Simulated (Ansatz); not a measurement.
Pressure against volume: Li

```
CELL_PARAMETERS angstrom
1.55050 0.89518 7.58830
-1.55050 0.89518 7.58830
0.00000 -1.79036 7.58830
ATOMIC_POSITIONS crystal
Li 0.00000 0.00000 0.00000
Li 0.22200 0.22200 0.22200
Li 0.77800 0.77800 0.77800
```

Structure: COD 9017802, as refined from experiment and not relaxed.

Levels of theory: DFT, PBEsol, all-electron LAPW, scalar-relativistic (Ansatz 0.2.0); DFT, PBEsol, PAW with Ansatz's default frozen-core files, scalar-relativistic (Ansatz 0.2.0).

For LAPW: a Γ-centred 12×12×12 k mesh, Fermi–Dirac smearing of 0.05 eV, basis error target 1 meV/atom, no spin polarisation. PAW takes a cutoff of 420 eV at this cell (files made with PBE, cores remade for this functional). The Ansatz runs share mesh, smearing and spin set-up. Plane-wave (PAW) pressures include the program's estimate of the Pulay term.

The cell above is scaled evenly, with fractional coordinates and shape held.

```csv
V/V(cell),V (Å³/atom),"P, LAPW (GPa)","P, PAW (GPa)","free energy over the lowest listed, PAW (meV/atom)"
0.9400,19.801,0.28,0.28,0.3
0.9600,20.222,-0.02,-0.02,0.0
0.9800,20.643,-0.29,-0.29,0.4
0.9900,20.854,-0.41,-0.42,0.9
1.0000,21.065,-0.53,-0.54,1.5
1.0100,21.275,-0.65,-0.65,2.3
1.0200,21.486,-0.76,-0.76,3.2
1.0400,21.907,-0.97,-0.97,5.5
1.0600,22.329,-1.16,-1.16,8.3
```

**Question.** What do Birch–Murnaghan fits to the pressures give?

**Answer.** LAPW: V0 = 20.20 Å³/atom, B0 = 14 GPa, B0′ = 3.3; PAW: V0 = 20.19 Å³/atom, B0 = 14 GPa, B0′ = 3.3.

PAW's V0 lies -0.02 % from the all-electron value and its B0 0.1 %. With shape and internal coordinates held, B0 is an upper bound to the relaxed modulus.
